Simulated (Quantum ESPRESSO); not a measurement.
# Where does O sit best among Se sites?

Calculated results; nothing here was measured. They come from pw.x of Quantum ESPRESSO 7.5, a plane-wave density functional program, with PseudoDojo standard norm-conserving files (v0.5 for PBE, v0.4.1 for LDA and PBEsol). The cells are made up: elements, strain and atom displacements were drawn at random, and nothing was relaxed. There is no spin polarisation, spin-orbit coupling or dispersion term.

The cell has 8 sites of a zincblende or diamond lattice. Sites 1 to 4 hold Mg Mg Mg Mg; sites 5 to 8 hold X X X X. Cell vectors in Å: (5.880, -0.017, 0.018); (-0.017, 5.724, -0.012); (0.018, -0.012, 5.857). Settings: PBE, cutoff 1170 eV, 4 x 4 x 4 k mesh shifted by half a step, Fermi-Dirac smearing of 0.025 eV.

In each run one of the sites marked X holds O and the others hold Se; cell and positions stay the same. E is the free energy of the cell.

```
site of the guest  first shell  mean distance (Å)  E above the lowest (eV)  P (GPa)  force on the guest (eV/Å)
                5          Mg4              2.565                    0.656    -0.15                      0.375
                6          Mg4              2.533                    0.205    -0.85                      0.257
                7          Mg4              2.493                    0.000    -1.23                      0.202
                8          Mg4              2.505                    0.066    -1.12                      0.415
```

A rerun of one of these cells at 1467 eV and k mesh 6 x 6 x 6 moved values by no more than 0.003 eV in the cell's energy, 0.02 GPa in stress and 0.010 eV/Å in force.

## Reading the table

Site 7 is lowest, by 0.066 eV, over three times the rerun's bound. A straight line of energy against the mean distance has a slope of 8.9 ± 1.7 eV/Å, so the guest costs less on the tighter sites. The positions are random and not relaxed, so the differences hold for this frozen cell and are not site preferences of a real crystal.